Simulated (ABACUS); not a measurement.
Set-up for a self-consistent single point of TiTe₂ (P-3m1, 3 atoms in the cell; from Materials Project mp-1907, changed as shown).

```
CELL_PARAMETERS angstrom
      3.82421     0.00000     0.00000
     -1.91210     3.31186     0.00000
      0.00000     0.00000     6.78543
ATOMIC_POSITIONS crystal
  Ti 0.00000 0.00000 0.00000
  Te 0.66667 0.33333 0.74983
  Te 0.33333 0.66667 0.25017
```

Computed with ABACUS with PBE, numerical atomic orbitals TZDP (confined pseudo-atomic orbitals with Gaussian additions; energy shift 0.01 Ry), PseudoDojo 0.5 standard norm-conserving PBE (tails mended) pseudopotentials.

ABACUS settings:

- basis = TZDP numerical atomic orbitals, energy shift 0.01 Ry
- KPT = Gamma 8 8 4 0 0 0
- basis_type = lcao
- dft_functional = PBE
- ecutwfc = 100 Ry
- smearing_method = fd
- smearing_sigma = 0.00734986 Ry
- potentials = PseudoDojo 0.5 standard norm-conserving PBE (tails mended)
- symmetry = 1
- ks_solver = genelpa
- scf_nmax = 100
- scf_thr = 1.0e-07
- mixing_type = broyden

Results:

```
Item                                                     Result
------------------------------------------------  -------------
Number of valence electrons                                  44
Number of bands                                              32
Number of k-points after the program's reduction             35
Size of the basis                                           117
Number of SCF iterations                                     11
Free energy E − TS                                -7319.6725 eV
Fermi level (on the code's own zero)                    9.49 eV
Pressure                                              -0.76 GPa
Largest force (vector length)                        0.121 eV/Å
```

Forces (eV/Å):
| atom | Fx | Fy | Fz |
|---|---|---|---|
| Ti1 | 0.000 | 0.000 | 0.000 |
| Te2 | 0.000 | 0.000 | -0.121 |
| Te3 | 0.000 | 0.000 | 0.121 |

Stress (GPa, positive for compression):
```
-1.05   0.00   0.00
 0.00  -1.05   0.00
 0.00   0.00  -0.19
```

For comparison: a first run was changed to give this one (lattice vector c scaled by 1.01), and from it to this one the free energy is nearly the same (within 1 meV/atom), the pressure goes from -0.15 to -0.76 GPa and the largest force goes from 0.249 to 0.121 eV/Å.

The atom-centred basis is finite, which shifts total energies, pressures and forces against plane waves. The structure comes from a collection of computed structures, made at another level of theory; the collection holds predicted forms beside known ones. No clean gap shows at this smearing width and mesh (spacing up to 0.24 Å⁻¹); the mesh is coarse for partly filled bands, so the values carry mesh errors. Semi-local functionals can close small gaps.

Cost on one core: around 24 core-seconds (rough).

The atomic orbitals were generated for these runs; they are not ABACUS's published sets and were checked against plane waves on a few crystals only.

“Tails mended”: in these copies of the files the far tail of each local potential was reset to the Coulomb form.
